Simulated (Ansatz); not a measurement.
MnPt3:
```xyz
4
Lattice="3.9092 0.0000 0.0000 0.0000 3.9092 0.0000 0.0000 0.0000 3.9092" Properties=species:S:1:pos:R:3 pbc="T T T"
Mn     0.0000     0.0000     0.0000
Pt     0.0000     1.9546     1.9546
Pt     1.9546     0.0000     1.9546
Pt     1.9546     1.9546     0.0000
```
Starting moments (μB, in the order of the atoms Mn Pt Pt Pt): 4.1 0.2 0.2 0.2.

Relaxed with r²SCAN.

Question: Map the electron localisation function on the plane through (0.000, 0.000, 0.000) spanned by u = [1, 1, 0] and v = [1, 0, 1] in lattice vectors, from the program Ansatz at the r²SCAN level (PAW).

Answer: x is the fraction of u, y of v (the angle between them is 60°; rows are the nearest grid lines); atoms in the plane: Mn at (0.00, 0.00), Pt at (0.50, 0.50), Pt at (0.00, 0.50), Pt at (0.50, 0.00).
```
|@@%+:  ::-+*#***#*+-::  :+%@@|
|@@%*-  .::=+*####*+=::.  -*%@|
|%%%*-.  .::=+**#**+=::.  .-*%|
|:---:   ..:.::=+++=::.:..   :|
|  ..    ..::..::--::..::..   |
|       ..:::::...:...:::::.. |
|:.    .::::..:::....:::..::::|
|-:::..:::-==-::........::-==-|
|+=:::::::=++++=:.......:=++++|
|*+=:.::.:=+****+-:....:-+****|
|#*+-:.:.:-+*##**+-..:..-+**##|
|*#*+:.::.:+*#*##*+:.::.:+*##*|
|*##*+:.::.:+*##*#*+:.::.:+*#*|
|##**+-..:..-+**##*+-:.:.:-+*#|
|****+-:....:-+****+=:.::.:=+*|
|++++=:.......:=++++=:::::::=+|
|-==-::........::-==-:::..:::-|
|::::..:::....:::..::::.    .:|
| ..:::::...:...:::::..       |
|   ..::..::--::..::..    ..  |
|:   ..:.::=+++=::.:..   :---:|
|%*-.  .::=+**#**+=::.  .-*%%%|
|@%*-  .::=+*####*+=::.  -*%@@|
|@@%+:  ::-+*#***#*+-::  :+%@@|
```
Scale: ten equal steps from 0.124 (start of ' ') to 0.905 (end of '@'), in the order ' .:-=+*#%@'; x runs from 0.000 to 1.00, y from 0.000 (bottom) to 1.00 (top).

The density is the valence pseudo-density with augmentation charge, so density and ELF within about 1 Å of a nucleus are not all-electron values.

Space group Pm-3m (Cu3Au type). The workflow started from an entry of the Crystallography Open Database (COD). Whether it is the stable phase at ambient conditions was not checked. The r²SCAN relaxation kept the symmetry of its start; its stability against distortions is not shown here. Magnetic state: ferromagnetic, the only order run, not a proven ground state. Other orbital occupations within this spin state were not tried. For itinerant 3d metals, meta-GGAs of the SCAN family and hybrids are commonly reported to give too large moments. Scalar-relativistic: spin–orbit coupling is off unless named, which matters more the heavier the elements.

Potentials: the later of the program's two PAW sets.
